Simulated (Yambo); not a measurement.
Yambo run on CsLiSO5H4 (space group Cm, No. 8). The wavefunctions come from this Quantum ESPRESSO step (PBEsol, PseudoDojo standard norm-conserving files, scalar-relativistic):

```
&CONTROL
  calculation = 'nscf'
  pseudo_dir = './pseudo'
  outdir = './out'
/
&SYSTEM
  ibrav = 0
  nat = 12
  ntyp = 5
  ecutwfc = 84.0
  ecutrho = 336.0
  occupations = 'fixed'
  force_symmorphic = .true.
  nbnd = 227
/
&ELECTRONS
  conv_thr = 1.2000000000000002e-08
  diago_full_acc = .true.
  diago_thr_init = 1e-08
/
ATOMIC_SPECIES
H 1.0080 H.upf
Li 6.9400 Li.upf
O 15.9990 O.upf
S 32.0600 S.upf
Cs 132.9055 Cs.upf
CELL_PARAMETERS angstrom
  6.065295000000  -2.870175000000   0.000000000000
  6.065295000000   2.870175000000   0.000000000000
 -1.568143000000   0.000000000000   4.549548000000
ATOMIC_POSITIONS crystal
H   0.370290000000   0.100290000000   0.766680000000
H   0.100290000000   0.370290000000   0.766680000000
H   0.541620000000   0.541620000000   0.444330000000
H   0.542030000000   0.542030000000   0.780620000000
Li   0.323100000000   0.323100000000   0.370510000000
O   0.490840000000   0.490840000000   0.570550000000
O   0.561530000000   0.991190000000   0.128550000000
O   0.991190000000   0.561530000000   0.128550000000
O   0.224240000000   0.224240000000   0.630740000000
O   0.605380000000   0.605380000000   0.162590000000
S   0.740840000000   0.740840000000   0.274040000000
Cs   0.999630000000   0.999630000000   0.999880000000
K_POINTS automatic
2 2 2 0 0 0
```

Yambo input:

```
rim_cut
gw0
dyson
el_el_corr
HF_and_locXC
ppa
em1d
RandQpts= 1000000
RandGvec= 1 Ry
EXXRLvcs= 84 Ry
VXCRLvcs= 336 Ry
Chimod= "HARTREE"
% BndsRnXp
 2 | 226 |
%
NGsBlkXp= 7 Ry
% LongDrXp
 1.0 | 1.0 | 1.0 |
%
PPAPntXp= 27.2114 eV
% GbndRnge
 1 | 226 |
%
GTermKind= "BG"
DysSolver= "n"
ExtendOut
% QPkrange
 1 | 1 | 26 | 27 |
 2 | 2 | 26 | 27 |
 3 | 3 | 26 | 27 |
 4 | 4 | 26 | 27 |
 5 | 5 | 26 | 27 |
 6 | 6 | 26 | 27 |
%
```

k points by index: 1 = Γ, 2 = (0, 0, -0.5), 3 = (0, -0.5, 0), 4 = (0, -0.5, -0.5), 5 = (-0.5, -0.5, 0), 6 = (-0.5, -0.5, -0.5).

Resulting energies as the program prints them:

```
#    K-point    Band    Eo [eV]    E [eV]    E-Eo [eV]    Vxc [eV]    Vnlxc [eV]    Sc|Eo [eV]    Sc|E [eV]    dSc/dw|Eo [eV]    Re(Z)    Im(Z)
#
    1    26    -0.503428    -1.989456    -1.486028    -16.09210    -20.22617    2.327379    2.648036    -5.871348    0.822524    -0.001076
    1    27    4.415344    5.322760    0.907416    -8.431664    -4.531929    -2.863049    -2.992319    -3.876181    0.875313    -0.824276E-3
    2    26    -0.060380    -1.506563    -1.446183    -17.04170    -21.22703    2.418227    2.739147    -6.038068    0.818400    -0.001079
    2    27    5.113372    6.449651    1.336280    -11.27567    -6.733156    -2.982914    -3.206230    -4.547232    0.856818    -0.909306E-3
    3    26    -0.291238    -1.771333    -1.480095    -16.57126    -20.75216    2.377398    2.700802    -5.945390    0.820687    -0.001076
    3    27    4.576538    5.761980    1.185442    -10.26106    -5.975875    -2.911784    -3.099746    -4.314297    0.863149    -0.875590E-3
    4    26    -0.042951    -1.482977    -1.440026    -17.14461    -21.36890    2.462963    2.784273    -6.071250    0.817584    -0.001083
    4    27    5.568055    6.891604    1.323549    -10.78109    -6.250526    -2.987343    -3.207011    -4.515961    0.857662    -0.913676E-3
    5    26    -0.420411    -1.909639    -1.489228    -16.35821    -20.54860    2.377566    2.701155    -5.912326    0.821506    -0.001076
    5    27    4.572391    5.649595    1.077204    -9.480685    -5.495089    -2.744352    -2.908391    -4.143525    0.867850    -0.863269E-3
    6    26    0.000000    -1.433982    -1.433982    -17.23617    -21.43965    2.449973    2.769503    -6.063064    0.817785    -0.001080
    6    27    5.125220    6.425960    1.300739    -11.00975    -6.456883    -3.036906    -3.252128    -4.502131    0.858037    -0.906357E-3
```
(The two width columns are left out.) Convergence of these settings isn't established.

Geometry of the Materials Project entry, not relaxed at this level.
